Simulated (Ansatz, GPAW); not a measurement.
This is a calculation of MgVCl2O for GPAW 26.7.0 (ASE script). The cell comes from a database or a generator and needn't be the stable form of this composition.

The input run.py:

```python
from ase import Atoms
from ase.dft.bandgap import bandgap
from ase.io import write
from ase.units import GPa
from gpaw import GPAW, PW

atoms = Atoms(['V', 'Cl', 'Cl', 'Mg', 'O'],
              cell=[[6.6203369699, -1.9615760065, 0.0],
                    [6.6203369699, 1.9615760065, 0.0],
                    [-1.3957237544, 0.0, 4.0863273679]],
              scaled_positions=[[0.0014305, 0.0014305, 0.978458],
                                [0.630228, 0.630228, 0.111547],
                                [0.367776, 0.367776, 0.846483],
                                [0.490922, 0.490922, 0.466429],
                                [0.9960985, 0.9960985, 0.473592]],
              pbc=True)
atoms.set_initial_magnetic_moments([2.0, 0.0, 0.0, 0.0, 0.0])

calc = GPAW(mode=PW(800),
            xc='PBE',
            kpts={'size': (7, 7, 7), 'gamma': True},
            occupations={'name': 'fermi-dirac', 'width': 0.05},
            nbands=38,
            convergence={'density': 1e-05, 'energy': 1e-05},
            maxiter=150,
            txt='gpaw.txt')
atoms.calc = calc
energy = atoms.get_potential_energy()
forces = atoms.get_forces()
stress = atoms.get_stress()
calc.write('gs.gpw')
write('result.traj', atoms)
print(f'Energy: {energy:.6f} eV')
print('Forces (eV/A):')
print(forces.round(4))
print('Stress (GPa):', (stress / GPa).round(3))
print('Moments:', calc.get_magnetic_moments().round(3))
print('Fermi level:', round(calc.get_fermi_level(), 4), 'eV')
print(f'Gap: {bandgap(calc)[0]:.4f} eV, direct: {bandgap(calc, direct=True)[0]:.4f} eV')
```

Potentials or basis: GPAW PAW data sets (gpaw-data 1.2.1), pw.

Run with:

```console
$ OMP_NUM_THREADS=1 python run.py
```

Task: Translate it to Ansatz 0.2.0. Potentials or basis there: Ansatz PAW, cutoff 420 eV.

Result: As run (cutoffs and basis follow the program's own potentials, and thresholds, step limits or extra output files can differ):

The input input.yaml:

```yaml
crystal:
  lattice:
    - [6.6203369699, -1.9615760065, 0.0]
    - [6.6203369699, 1.9615760065, 0.0]
    - [-1.3957237544, 0.0, 4.0863273679]
  atoms:
    - { symbol: V, position: [0.0014305, 0.0014305, 0.978458], spin: 2.0 }
    - { symbol: Cl, position: [0.630228, 0.630228, 0.111547] }
    - { symbol: Cl, position: [0.367776, 0.367776, 0.846483] }
    - { symbol: Mg, position: [0.490922, 0.490922, 0.466429] }
    - { symbol: O, position: [0.9960985, 0.9960985, 0.473592] }
hamiltonian:
  xc: pbe
  pseudopotentials: { kind: paw }
magnetization:
  spin_polarized: true
kpoints:
  mp_grid: { grid: [7, 7, 7] }
scf:
  occupations: { method: fermi_dirac, width: 0.05 }
output:
  forces: true
  stress: true
  eigenvalues: true
  write_density: true
  write_potential: true
  elf: true
  volumetric_format: npy
```

Potentials or basis: Ansatz PAW.

The run is started by

```console
$ ansatz run input.yaml --threads 2 --pin off --max-ram 5120MiB --backend cpu --events-out ev --progress --plain --runs-dir out
```

Both were run:

|  | GPAW | Ansatz |
| --- | --- | --- |
| Pressure | -1.7 GPa | -1.8 GPa |
| Largest force | 0.295 eV/Å | 0.304 eV/Å |
| Net moment | 3.00 μB per cell | 3.00 μB per cell |

Ansatz's pressure holds a Pulay term of +0.13 GPa for its cutoff of 420 eV, which the other run lacks.

Where Ansatz's input types no cutoff or centring, it takes its own default and a Γ-centred mesh.

The magnetic state is the one that the start led to; the real crystal's order can differ.

Pressure is positive in compression.
